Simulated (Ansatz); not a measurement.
HfB₂:
Space group P6/mmm (No. 191); a = b = 3.127 Å, c = 3.447 Å, α = β = 90.00°, γ = 120.00°

| atom | site | symmetry | x | y | z |
|---|---|---|---|---|---|
| Hf | 1a | 6/mmm | 0.0000 | 0.0000 | 0.0000 |
| B | 2d | -6m2 | 0.3333 | 0.6667 | 0.5000 |

Relaxed at zero pressure with the program Ansatz at the PBEsol level (PAW).

Question: The volume is lowered by 6 % and shape and atoms relax at that volume. What pressure results, and how do the axes share the change?

Answer: 18.2 GPa; a -1.9 %, b -1.9 %, c -2.3 %; the energy rises by 32 meV/atom.

Question: Give the new structure.

Answer: 
Space group P6/mmm (No. 191); a = b = 3.0682 Å, c = 3.3661 Å, α = β = 90.00°, γ = 120.00°

```json
[
 {"atom": "Hf", "site": "1a", "symmetry": "6/mmm", "x": "0.0000", "y": "0.0000", "z": "0.0000"},
 {"atom": "B", "site": "2d", "symmetry": "-6m2", "x": "0.3333", "y": "0.6667", "z": "0.5000"}
]
```

The phase is kept; no other phase was compared at this pressure.

The cell was relaxed with PBEsol under the symmetry of its start; of distortions, only those at the zone centre were tested. The run is not spin-polarised. Scalar-relativistic: spin–orbit coupling is off unless named, which matters more the heavier the elements.

Potentials: the later of the program's two PAW sets.
